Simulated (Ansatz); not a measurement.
Space group Pm-3m (No. 221). a = 4.009 Å, b = 4.009 Å, c = 4.009 Å, α = 90.00°, β = 90.00°, γ = 90.00°
| atom | site | symmetry | x | y | z |
| --- | --- | --- | --- | --- | --- |
| Al | 3c | 4/mm.m | 0.5000 | 0.5000 | 0.0000 |
| Ga | 1a | m-3m | 0.0000 | 0.0000 | 0.0000 |

Equation of state of this Al$_{3}$Ga structure (not necessarily the ground state), with shape and atoms relaxed at each volume where symmetry leaves them free. It has no gap at any of these volumes. Level of theory: DFT r2SCAN, scalar-relativistic, plane waves, PAW (Ansatz 0.2.0).

Cutoff 500 eV; k points 10×10×10 on the computed 4-atom cell (Γ-centred); Gaussian smearing, width 0.10 eV; no spin polarisation.

| V (Å³/atom) | E − E(largest V) (meV/atom) | P (GPa) |
| --- | --- | --- |
| 15.145 | 3.22 | 5.97 |
| 15.628 | -9.73 | 2.72 |
| 16.112 | -13.60 | 0.00 |
| 16.595 | -9.88 | -2.26 |
| 17.079 | 0.00 | -4.11 |

Task: Fit a third-order Birch–Murnaghan equation to E(V).

Result: V0 = 16.10 Å³/atom, B0 = 83 GPa, B0' = 5.4.